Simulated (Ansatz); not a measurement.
Molecular dynamics on a 2×2×3 supercell (24 atoms) of MgO (Fm-3m), relaxed with r2SCAN. Forces come from PBEsol in the PAW code Ansatz: a Nosé-Hoover thermostat at fixed volume, 1700 K, steps of 3 fs. Spin polarisation is off, nuclei are classical, and the run is far too short for thermal averages.

```yaml
crystal:
  lattice:
    - [0.0, 4.2043360512, 4.2043360512]
    - [4.2043360512, 0.0, 4.2043360512]
    - [6.3065040767, 6.3065040767, 0.0]
  atoms:
    - { symbol: Mg, position: [0.0, 0.0, 0.0] }
    - { symbol: O, position: [0.25, 0.25, 0.1666666667] }
    - { symbol: Mg, position: [0.0, 0.0, 0.3333333333] }
    - { symbol: O, position: [0.25, 0.25, 0.5] }
    - { symbol: Mg, position: [0.0, 0.0, 0.6666666667] }
    - { symbol: O, position: [0.25, 0.25, 0.8333333333] }
    - { symbol: Mg, position: [0.0, 0.5, 0.0] }
    - { symbol: O, position: [0.25, 0.75, 0.1666666667] }
    - { symbol: Mg, position: [0.0, 0.5, 0.3333333333] }
    - { symbol: O, position: [0.25, 0.75, 0.5] }
    - { symbol: Mg, position: [0.0, 0.5, 0.6666666667] }
    - { symbol: O, position: [0.25, 0.75, 0.8333333333] }
    - { symbol: Mg, position: [0.5, 0.0, 0.0] }
    - { symbol: O, position: [0.75, 0.25, 0.1666666667] }
    - { symbol: Mg, position: [0.5, 0.0, 0.3333333333] }
    - { symbol: O, position: [0.75, 0.25, 0.5] }
    - { symbol: Mg, position: [0.5, 0.0, 0.6666666667] }
    - { symbol: O, position: [0.75, 0.25, 0.8333333333] }
    - { symbol: Mg, position: [0.5, 0.5, 0.0] }
    - { symbol: O, position: [0.75, 0.75, 0.1666666667] }
    - { symbol: Mg, position: [0.5, 0.5, 0.3333333333] }
    - { symbol: O, position: [0.75, 0.75, 0.5] }
    - { symbol: Mg, position: [0.5, 0.5, 0.6666666667] }
    - { symbol: O, position: [0.75, 0.75, 0.8333333333] }
kpoints:
  mp_grid: { grid: [4, 4, 2] }
hamiltonian:
  xc: pbesol
scf:
  occupations: { method: fermi_dirac, width: 0.146 }
md:
  ensemble: nvt_nose_hoover
  temperature: 1700
  timestep: 3.0
  n_steps: 40
  initial_velocities: maxwell_boltzmann
  seed: 8614
```

Run as `ansatz run input.yaml --threads 4 --pin off --max-ram 3686MiB --backend cpu --events-out ev --progress --plain --runs-dir out`. It ended after 7.6 min on 4 threads of Arm Neoverse V1, with other jobs on the host, load about 1.0 per core; peak host memory 1.2 GiB.

```csv
step,t (fs),T (K),free energy F from step 0 (meV/atom),kinetic energy (meV/atom),largest force (eV/Å)
0,0,1700,0.0,210.6,0.00
1,3,1607,11.6,199.1,1.09
2,6,1346,44.4,166.8,2.22
3,9,978,90.8,121.1,3.37
4,12,605,138.1,75.0,4.40
5,15,349,170.6,43.2,5.00
6,18,285,178.5,35.3,4.98
7,21,398,164.0,49.3,4.41
8,24,600,138.7,74.3,3.60
9,27,797,114.6,98.7,2.85
10,30,931,98.9,115.4,2.59
11,33,986,93.3,122.2,2.62
12,36,969,96.9,120.1,2.44
13,39,905,106.6,112.1,2.65
14,42,829,117.6,102.7,3.08
15,45,785,124.7,97.2,3.26
16,48,802,123.9,99.3,3.23
17,51,880,115.6,109.0,3.06
18,54,987,103.8,122.2,3.04
19,57,1079,94.2,133.6,3.53
20,60,1125,90.8,139.4,3.74
21,63,1122,93.8,138.9,3.55
22,66,1086,100.8,134.6,3.47
23,69,1045,108.4,129.4,3.54
24,72,1015,114.4,125.8,3.28
25,75,1005,117.8,124.5,2.93
26,78,1010,119.4,125.1,2.81
27,81,1014,120.9,125.6,2.64
28,84,1000,124.7,123.8,2.79
29,87,955,132.2,118.4,2.92
30,90,881,143.5,109.1,3.33
31,93,794,156.2,98.4,3.70
32,96,724,166.6,89.7,3.97
33,99,703,170.8,87.1,3.99
34,102,750,166.5,92.9,3.74
35,105,863,153.8,106.9,3.53
36,108,1022,135.7,126.5,3.15
37,111,1191,116.5,147.6,2.90
38,114,1337,100.3,165.7,2.70
39,117,1429,91.1,177.0,2.28
```

The temperature starts at 1700 K, is lowest at step 6 (285 K, 18 fs) and ends at 1429 K. The atoms start on their lattice sites with kinetic energy alone, so much of it first passes into potential energy. By the last step the atoms have moved 0.15 Å in the root mean square, the drift of the whole cell taken out, 0.28 Å at most. The job's limit cut the run after 39 of 40 steps.

Positions (Å) and forces (eV/Å) at step 39:
```
Mg  -0.085   0.034  -0.079     1.137   0.821   0.857
O    2.217   2.058   2.205    -0.553   0.125  -0.161
Mg   2.231   2.169   0.195    -0.508  -1.021  -0.910
O    4.145   4.338   2.164     1.404  -1.073  -0.474
Mg   4.155   4.239  -0.062    -0.249  -0.548   1.069
O    6.255   6.393   2.074     0.595  -0.495  -0.072
Mg   2.068  -0.004   2.186    -0.187   0.337  -2.250
O    4.397   2.103   4.213    -1.062  -0.742   0.083
Mg   4.324   2.048   2.162    -0.471   0.787  -0.310
O    6.313   4.141   4.311     0.307   0.873  -0.959
Mg   6.299   4.111   1.952    -0.792   0.352   0.591
O    8.280   6.304   4.167     0.941   0.011  -0.024
Mg  -0.118   2.206   2.096     0.919  -1.065  -0.900
O    2.207   4.129   4.212    -1.002   0.401   0.939
Mg   2.095   4.186   2.306     0.851   0.255  -1.497
O    4.228   6.389   4.240     0.613  -0.197  -0.168
Mg   4.278   6.346   2.089    -1.383  -0.764   0.378
O    6.169   8.623   4.072     0.618  -1.741   0.862
Mg   2.005   1.990   4.178     0.462   1.800  -0.477
O    4.143   4.163   6.203     0.561   0.747   1.741
Mg   4.281   4.158   4.256    -0.576   0.250  -1.071
O    6.338   6.265   6.270    -0.089   0.780  -0.096
Mg   6.317   6.194   4.076    -1.199   0.065   1.278
O    8.359   8.404   6.124    -0.336   0.044   1.569
```
